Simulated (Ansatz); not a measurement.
A structure of SnTe relaxed with PBEsol (plane waves to 420 eV, PAW, scalar-relativistic; Ansatz, a quantum-chemistry and plane-wave program); single points at other levels follow on the same geometry (Ansatz, PAW; PBEsol+SOC at 420 eV on a 10×10×10 k-mesh; spin-orbit coupling only where +SOC is written). Space group Fm-3m (No. 225).

Space group Fm-3m (No. 225); a = 6.2884 Å, b = 6.2884 Å, c = 6.2884 Å, α = 90.00°, β = 90.00°, γ = 90.00°

```
atom  site  symmetry       x       y       z
----  ----  --------  ------  ------  ------
Sn      4a      m-3m  0.0000  0.0000  0.0000
Te      4b      m-3m  0.5000  0.5000  0.5000
```
(The calculation used a cell of 2 atoms; values per cell refer to that cell.)

```csv
level,gap (eV),kind,conduction minimum
PBEsol,0.16,direct,–
PBEsol+SOC,[?],[?],–
```

Question: Fill in the missing entries.

Answer: 
- PBEsol+SOC, gap (eV): 0.26
- PBEsol+SOC, kind: indirect

The shift from spin-orbit coupling is approximate. No spin polarisation in the result.

Measured for SnTe: a 6.316 Å (room temperature; as listed in Ayanesh Maiti et al., Applied Physics Letters (2022)); gap 0.18 eV (room temperature; as listed in DAVID J. SINGH, Functional Materials Letters (2010)). Computed minus measured — a: PBEsol -0.4 %; gap: PBEsol -0.02 eV, PBEsol, with spin-orbit coupling +0.08 eV. The computed values are for a static lattice, and a measured gap can be an optical one, lowered by exciton binding.

It was reached from a disturbed copy of a Fm-3m (No. 225) cell (rock salt type), against which it lies under 1 meV/atom.
